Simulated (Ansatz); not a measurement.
Si$_{2}$Mo (MoSi2 or CaC2 type, space group No. 139) at seven volumes, DFT-PBEsol in the program Ansatz with PAW potentials, shape and atoms relaxed at each. One row is withheld.

```csv
V (Å³/atom),P (GPa)
12.072,?
12.470,15.47
12.868,7.11
13.266,-0.01
13.664,-6.07
14.062,-11.21
14.460,-15.56
```

Fit the shown pressures and predict the withheld one.

P = (3/2)B₀(x^(7/2) − x^(5/2))[1 + (3/4)(B′ − 4)(x − 1)] with x = (V₀/V)^(2/3). Least squares on the six rows gives V₀ = 13.265 Å³/atom, B₀ = 218 GPa, B′ = 4.42. At V = 12.072, x = 1.0648 and P = 25.32 GPa. The run itself gave 25.30 GPa.

Space group I4/mmm (MoSi2 or CaC2 type). Symmetry was held in the PBEsol relaxation. No spin polarisation was allowed.

Potentials: the later of the program's two PAW sets.
